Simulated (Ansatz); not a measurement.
# Structures of TeAs2: which is lowest?

Plane-wave DFT in Ansatz with scalar-relativistic PAW potentials, cutoff 500 eV, Γ-centred meshes chosen by cell and gap, Gaussian smearing with energies taken to zero width. Every cell was relaxed (cell and atoms) in a run of its own, within the symmetry of its start. Functional: r2SCAN.

Relaxed structures (starts from databases or built by putting these elements on another compound's sites):
A. I4_1/amd, 6 atoms in the computed cell, a = 7.132 Å, c = 5.740 Å; sites (symmetry × multiplicity) Te -4m2 × 4, As .2/m. × 8; start: database
B. R-3m, 3 atoms in the computed cell, a = 3.843 Å, c = 16.928 Å; sites (symmetry × multiplicity) Te -3m × 3, As 3m × 6; start: built

Rank them by energy. Could pressure change the order?

| structure | group | E − E(lowest) (meV/atom) | V (Å³/atom) | gap on mesh (eV) |
| --- | --- | --- | --- | --- |
| A | I4_1/amd | 0.0 | 24.33 | 0.00 |
| B | R-3m | 50 | 24.05 | 0.00 |

A is lowest, 50 meV/atom under B. The two lowest differ in volume by under 3 %, too little for a first-order estimate of what pressure does to that pair (other pairs aren't weighed here); with rigid cells even 3 % in favour of the higher one would need about 11 GPa. Other structures may lie lower than all of these, and vibrations aren't counted.

Spin-orbit coupling is left out, which matters for the bands of heavy elements.